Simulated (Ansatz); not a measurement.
**CeO2 (fluorite), scan of one atom of the cell**

Relaxed CeO$_{2}$ (fluorite):

```
CeO2
1.0
    0.00000     2.71868     2.71868
    2.71868     0.00000     2.71868
    2.71868     2.71868     0.00000
Ce O
1 2
Direct
  0.00000   0.00000   0.00000
  0.25000   0.25000   0.25000
  0.75000   0.75000   0.75000
```

In this cell atom 1 (Ce, nearest neighbour O at 2.354 Å; its periodic images, 3.8 Å or more away, move with it) is moved by s along Cartesian x, unit vector (1.000, 0.000, 0.000); all other atoms and the cell stay fixed.

Method: r2SCAN (plane waves to 500 eV, PAW, scalar-relativistic; Ansatz, a quantum-chemistry and plane-wave program). k mesh 9×9×9 (Γ-centred), Fermi-Dirac smearing 0.05 eV. E stands for the smeared free energy. Compression counts positive. F∥ is the force on the atom along that direction. CeO2 is run without spin polarisation. CeO2 was relaxed with its symmetry unable to fall. The filling of the f shell was not checked against other fillings, so treat energies with care. ΔE is measured from the undisplaced structure.

| s (Å) | ΔE (meV/cell) | F∥ (eV/Å) | P (GPa) |
|---|---|---|---|
| -0.240 | 202.2 | 1.720 | 4.17 |
| -0.192 | 128.4 | 1.358 | 2.67 |
| -0.144 | 71.7 | 1.005 | 1.51 |
| -0.096 | 31.7 | 0.663 | 0.67 |
| -0.048 | 7.9 | 0.329 | 0.17 |
| 0.000 | 0.0 | 0.000 | 0.00 |
| 0.048 | 7.9 | -0.329 | 0.17 |
| 0.096 | 31.7 | -0.663 | 0.67 |
| 0.144 | 71.7 | -1.005 | 1.51 |
| 0.192 | 128.4 | -1.358 | 2.67 |
| 0.240 | 202.2 | -1.720 | 4.17 |

Read from the data:

* **Energy at s = 0.240 Å**: 202.2 meV/cell
* **Force along the line at s = -0.240 Å**: 1.72 eV/Å
* **Symmetry of the curve**: even: the same for both signs
* **Shape of the curve**: a single well with its minimum at or next to zero displacement
* **Force constant k = d²E/ds² at s = 0 (finite differences)**: 6.84 eV/Å²
* **Harmonic estimate at the end of the scan**: ½ks² = 197.1 meV/cell against the computed 202.2 meV/cell, so the well is close to harmonic there

The 11 points together took roughly 3 core-minutes.

(A displaced cell: forces are minus the slopes of the energy, force constants its curvatures, and phonons follow from these.)
